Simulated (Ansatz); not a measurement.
CdI2:
```cif
data_Cd3I6
_chemical_formula_sum 'Cd3 I6'
_space_group_name_H-M_alt 'P 1'
_space_group_IT_number 1
_cell_length_a 4.16416
_cell_length_b 4.16416
_cell_length_c 19.99525
_cell_angle_alpha 90.000
_cell_angle_beta 90.000
_cell_angle_gamma 120.000
loop_
_space_group_symop_operation_xyz
  'x, y, z'
loop_
_atom_site_label
_atom_site_type_symbol
_atom_site_fract_x
_atom_site_fract_y
_atom_site_fract_z
_atom_site_occupancy
Cd1 Cd 0.66667 0.33333 0.33275 1
Cd2 Cd 0.33333 0.66667 0.66725 1
Cd3 Cd 0.00000 0.00000 0.00000 1
I1 I 0.33333 0.66667 0.08458 1
I2 I 0.66667 0.33333 0.91542 1
I3 I 0.33333 0.66667 0.41728 1
I4 I 0.66667 0.33333 0.58272 1
I5 I 0.00000 0.00000 0.24818 1
I6 I 0.00000 0.00000 0.75182 1
```

Relaxed with LDA.

Tabulate the valence density and the electron localisation function along the shortest Cd–I contact (2.94 Å), LDA in the plane-wave PAW code Ansatz.



| distance from Cd (Å) | density (e/Å³) | ELF |
|---|---|---|
| 0.29 | 18.49 | 0.78 |
| 0.44 | 11.76 | 0.64 |
| 0.59 | 6.22 | 0.52 |
| 0.73 | 2.77 | 0.42 |
| 0.88 | 1.13 | 0.31 |
| 1.03 | 0.53 | 0.20 |
| 1.18 | 0.32 | 0.15 |
| 1.32 | 0.27 | 0.22 |
| 1.47 | 0.28 | 0.42 |
| 1.62 | 0.35 | 0.64 |
| 1.76 | 0.48 | 0.70 |
| 1.91 | 0.68 | 0.67 |
| 2.06 | 0.95 | 0.63 |
| 2.20 | 1.60 | 0.56 |
| 2.35 | 4.21 | 0.43 |
| 2.50 | 9.20 | 0.26 |
| 2.64 | 14.39 | 0.17 |

The density is the valence pseudo-density with augmentation charge, so density and ELF within about 1 Å of a nucleus are not all-electron values.

Space group P-3m1. The workflow started from a Materials Project entry (that database holds measured and hypothetical structures alike); the Crystallography Open Database files this formula in space group No. 164, but the cells were not matched. Its standing as an ambient phase is unchecked. Symmetry was held in the LDA relaxation; its stability against distortions is not shown here. A crystal of weakly bound layers computed without a dispersion correction: the cell and the soft elastic constants depend strongly on that. Spin–orbit coupling is left out wherever it is not named.

Potentials: the later of the program's two PAW sets.
